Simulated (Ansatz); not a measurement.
Ag2S:
```yaml
crystal:
  lattice:
    - [3.46740, 2.32578, 0.00000]
    - [-3.46740, 2.32578, 0.00000]
    - [-0.00114, 0.00000, 7.21411]
  atoms:
    - { symbol: Ag, position: [0.99861, 0.00139, 0.49944] }
    - { symbol: Ag, position: [0.60488, 0.39512, 0.74954] }
    - { symbol: Ag, position: [0.39210, 0.60790, 0.24956] }
    - { symbol: Ag, position: [0.99837, 0.00163, 0.99944] }
    - { symbol: S, position: [0.77189, 0.22811, 0.24949] }
    - { symbol: S, position: [0.22510, 0.77490, 0.74955] }
```

Relaxed with PBEsol. Special points in fractions of this cell's reciprocal vectors: Γ (0.000, 0.000, 0.000); C (0.362, 0.362, 0.000); C2 (-0.362, 0.638, 0.000); Y2 (-0.500, 0.500, 0.000); M2 (-0.500, 0.500, 0.500); D (-0.362, 0.638, 0.500); D2 (0.362, 0.362, 0.500); A (0.000, 0.000, 0.500); L2 (0.000, 0.500, 0.500); V2 (0.000, 0.500, 0.000).

Task: List the band energies nearest the valence-band maximum at these points for DFT-PBEsol in the program Ansatz with PAW potentials.

Result: In eV from the valence-band maximum; about four levels below and three above (degenerate sets whole), none deeper than 8.9 eV; points with the same levels are listed once.

```
k                     below                above
--  -----------------------  -------------------
Γ    -1.10 -0.88 -0.47 0.00       0.95 1.51 4.71
C   -2.05 -1.74 -1.51 -0.34       1.93 3.49 3.82
Y2  -2.32 -2.28 -0.73 -0.49       1.32 2.29 2.34
M2  -1.39 -1.39 -1.37 -1.37  2.37 2.37 3.65 3.65
D   -1.88 -1.88 -0.74 -0.74  3.35 3.35 3.76 3.76
A   -0.42 -0.42 -0.20 -0.20  1.78 1.78 4.26 4.27
L2  -1.28 -1.28 -0.32 -0.32  1.44 1.44 4.54 4.54
V2  -1.87 -1.50 -0.51 -0.14       2.23 2.49 3.28
```

Space group Cmcm. The workflow started from a Materials Project entry (that database holds measured and hypothetical structures alike); the Crystallography Open Database copy checked does not list it. COD files the formula under space group No. 4, 14, so this cell is another polymorph or a model. Its standing as an ambient phase is unchecked. The cell was relaxed with PBEsol under the symmetry of its start; whether a distortion lowers the energy is not shown. The run is not spin-polarised. Point labels and valley counts follow the cell and symmetry of the run, lower than the named group. Spin–orbit coupling is left out wherever it is not named.

Potentials: the later of the program's two PAW sets.
